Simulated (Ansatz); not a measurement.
## WC: computed property card

WC:
```cif
data_C3W3
_chemical_formula_sum 'W3 C3'
_space_group_name_H-M_alt 'P 1'
_space_group_IT_number 1
_cell_length_a 5.29346
_cell_length_b 5.29346
_cell_length_c 3.09184
_cell_angle_alpha 90.000
_cell_angle_beta 90.000
_cell_angle_gamma 120.000
loop_
_space_group_symop_operation_xyz
  'x, y, z'
loop_
_atom_site_label
_atom_site_type_symbol
_atom_site_fract_x
_atom_site_fract_y
_atom_site_fract_z
_atom_site_occupancy
W1 W 0.50000 0.00000 0.00000 1
W2 W 0.50000 0.50000 0.00000 1
W3 W 0.00000 0.50000 0.00000 1
C1 C 0.00000 0.00000 0.00000 1
C2 C 0.33333 0.66667 0.50000 1
C3 C 0.66667 0.33333 0.50000 1
```

Space group P6/mmm (No. 191); conventional cell a = b = 5.2935 Å, c = 3.0918 Å, α = β = 90.00°, γ = 120.00°.

Method: PBE in the plane-wave PAW code Ansatz. Structure relaxed to zero pressure with the same functional. Other levels are named where they apply.

### Cell and energy

```yaml
volume_per_atom: 12.50 Å³
density: 13.00 g/cm³
Formation energy from the elements (no fitted shifts): 1142 meV/atom
```

### Electronic structure

```yaml
electronic_character: metallic (no gap)
Density of states at the Fermi level: 0.57 states/eV per atom (mean over ±0.08 eV)
```

### Mechanics

```yaml
Bulk modulus (Birch–Murnaghan fit): 278 GPa
Pressure derivative B′: 4.4
```

A made-up cell: these elements were put on the sites of a structure type; neither database checked (COD, Materials Project) lists it. It is not the phase usual at ambient conditions (space group No. 187). Symmetry was held in the PBE relaxation; whether a distortion lowers the energy is not shown. The run is not spin-polarised. The references are the lowest solids computed at this level, not always the standard phases. Spin–orbit coupling is left out wherever it is not named.

Potentials: the later of the program's two PAW sets.
